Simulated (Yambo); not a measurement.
## Bethe-Salpeter results for WS₂

```
WS2
1.0
    1.57864     0.91143     6.03780
   -1.57864     0.91143     6.03780
    0.00000    -1.82285     6.03780
S W
2 1
Direct
  0.57913   0.57913   0.57913
  0.75282   0.75282   0.75282
  0.99935   0.99935   0.99935
```

Cell and atoms were relaxed with PBE+D3(BJ) from Materials Project entry mp-9813, within its symmetry.

BSE in Yambo on PBEsol (pw.x of Quantum ESPRESSO, ONCV potentials, with spin-orbit coupling) bands: 6×6×6 mesh, 8 valence and 8 conduction bands, static screening with 68 bands and a 4 Ry block, scissor 0.36 eV, Tamm-Dancoff; field along x.

| state | energy (eV) | states within 2 meV | relative strength | class | main transitions |
|---|---|---|---|---|---|
| 1 | 1.68 | 2 | < 0.01 | dark | VB → CB (99 %) |
| 2 | 1.74 | 2 | 1.00 | strong | VB → CB+1 (99 %) |
| 3 | 1.87 | 4 | 0.01 | weak | VB → CB (100 %) |
| 4 | 1.91 | 2 | < 0.01 | weak | VB → CB+1 (99 %) |
| 5 | 1.91 | 2 | < 0.01 | dark | VB → CB+1 (100 %) |
| 6 | 1.96 | 4 | < 0.01 | dark | VB → CB (99 %) |
| 7 | 1.98 | 2 | < 0.01 | dark | VB → CB (99 %) |
| 8 | 1.99 | 4 | < 0.01 | dark | VB → CB+1 (99 %) |
| 9 | 2.02 | 2 | < 0.01 | dark | VB → CB+1 (100 %) |
| 10 | 2.12 | 2 | 0.69 | strong | VB−1 → CB (98 %) |

These are vertical excitations (zero momentum); the indirect quasiparticle gap, about 1.22 eV, is smaller than the direct one (2.44 eV on the GW mesh). The direct quasiparticle gap on this mesh is 2.01 eV; counted from there, state 1 is bound by 0.33 eV. Convergence with the mesh was not shown.

States at or above the direct gap are the continuum as this mesh samples it, not bound excitons.

Strengths are relative to the strongest of the lowest states of this run; strong means a line over 3 % of the spectrum's maximum, dark under 0.03 %. Absolute energies carry the error of the G0W0 scissor, whose convergence isn't established; the long-wavelength screening was taken along (1,1,1) although the crystal is anisotropic.

This is not the ordinary phase of the substance.
